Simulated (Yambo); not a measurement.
K₂BrCl₆F (space group Fm-3m, No. 225), G0W0@PBEsol in Yambo with this input:

```
rim_cut
gw0
dyson
el_el_corr
HF_and_locXC
ppa
em1d
RandQpts= 1000000
RandGvec= 1 Ry
EXXRLvcs= 84 Ry
VXCRLvcs= 336 Ry
Chimod= "HARTREE"
% BndsRnXp
 1 | 364 |
%
NGsBlkXp= 7 Ry
% LongDrXp
 1.0 | 1.0 | 1.0 |
%
PPAPntXp= 27.2114 eV
% GbndRnge
 1 | 364 |
%
GTermKind= "BG"
DysSolver= "n"
ExtendOut
```

On a 2×2×2 mesh, with wavefunctions cut at 84 Ry, the gap (L → L) is 1.566 eV and the valence edge shifts by -0.282 eV.

Task: What happens with this change: 134 bands in G?

Result: The gap rises by 0.038 eV, to 1.604 eV; the shift of the valence edge becomes -0.239 eV. Neither run is shown to be the converged limit.

Spin-orbit coupling is not included.

Geometry of the Materials Project entry, not relaxed at this level; primitive cell a = b = c = 7.159 Å, α = β = γ = 60.00°.

The structure is a Materials Project entry; no match was found in the copy of COD used, and its stability was not checked.

A shift is the quasiparticle energy of the state minus its PBEsol energy.
